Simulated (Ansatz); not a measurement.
Computed with DFT PBE, scalar-relativistic, plane waves, PAW (Ansatz). Settings: cutoff 420 eV, Γ-centred meshes spaced at most about 0.3 Å⁻¹, and about 0.25 Å⁻¹ or finer for metals (2π included), Gaussian smearing. No spin polarisation in the final relaxations.

All energies are static (0 K, no zero-point motion). All come from trial cells, and lower structures may exist.

Question: Order these relaxed structures of TiGe4Mo by energy, lowest first, with the energy over the lowest of them.
A. Space group F222 (No. 22), orthorhombic, a = 4.948 Å, b = 8.700 Å, c = 8.811 Å. Ti is surrounded by 4 Ge at 2.63 Å, 6 Ge at 2.83–2.97 Å and 4 Mo at 3.33 Å; Ge on its first site has 2 Ge at 2.61 Å, 2 Ti at 2.63 Å, 3 Ge at 2.86–2.89 Å, 3 Mo at 2.86–2.92 Å and 4 Ge at 3.30–3.36 Å; around Ge on its second site lie 2 Ge at 2.61 Å, 2 Mo at 2.65 Å, 1 Ge at 2.77 Å, 3 Ti at 2.83–2.97 Å, 2 Ge at 2.94 Å and 4 Ge at 3.30–3.36 Å; around Mo lie 4 Ge at 2.65 Å, 6 Ge at 2.86–2.92 Å and 4 Ti at 3.33 Å.
B. Space group Cmmm (No. 65), orthorhombic, a = 4.755 Å, b = 8.412 Å, c = 4.729 Å. Around Ti lie 10 Ge at 2.73–2.82 Å and 4 Mo at 3.35 Å; Ge on its first site has 5 Ge at 2.71–2.81 Å, 2 Ti at 2.73 Å, 3 Mo at 2.74–2.85 Å and 4 Ge at 3.35 Å; around Ge on its second site lie 2 Mo at 2.74 Å, 3 Ti at 2.75–2.82 Å, 5 Ge at 2.76–2.78 Å and 4 Ge at 3.35 Å; Mo is surrounded by 10 Ge at 2.74–2.85 Å and 4 Ti at 3.35 Å.

Answer: A (0 meV/atom), B (24 meV/atom). Forms: A F222; B Cmmm. Counting Ge atoms around Mo and Ti (those within 1.25 times the shortest such distance or 1.15 times the sum of covalent radii, 1.27 where that leaves under three): A has Ti 10, Mo 10; B has Ti 10, Mo 10. A holds Ge–Ge chains (shortest 2.61 Å); in B the shortest Ge–Ge distance is 2.71 Å, near bonding range too.

Cells relaxed within their symmetry can be saddle points. Some types were kept out of the candidates beforehand, so the set may lack a known form.
